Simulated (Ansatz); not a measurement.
B2W in space group P6/mmm (No. 191; W on 1a, B on 2d) at seven volumes, the program Ansatz at the PBEsol level (PAW), shape and atoms relaxed at each. One row is withheld.

| V (Å³/atom) | P (GPa) |
|---|---|
| 7.898 | 38.51 |
| 8.158 | ? |
| 8.418 | 10.86 |
| 8.679 | 0.00 |
| 8.939 | -9.37 |
| 9.199 | -17.44 |
| 9.460 | -24.36 |

Fit the shown pressures and predict the withheld one.

Third-order Birch–Murnaghan: P = (3/2)B₀(x^(7/2) − x^(5/2))[1 + (3/4)(B′ − 4)(x − 1)] with x = (V₀/V)^(2/3). Least squares on the six rows gives V₀ = 8.678 Å³/atom, B₀ = 336.9 GPa, B′ = 4.10. At V = 8.158, x = 1.0421 and P = 23.63 GPa. The run itself gave 23.60 GPa.

The workflow started from an entry of the Crystallography Open Database (COD), which files this formula under 2 space groups. Its standing as an ambient phase is unchecked. Symmetry was held in the PBEsol relaxation; whether a distortion lowers the energy is not shown. No spin polarisation was allowed. Spin–orbit coupling is left out wherever it is not named.

Potentials: the later of the program's two PAW sets.
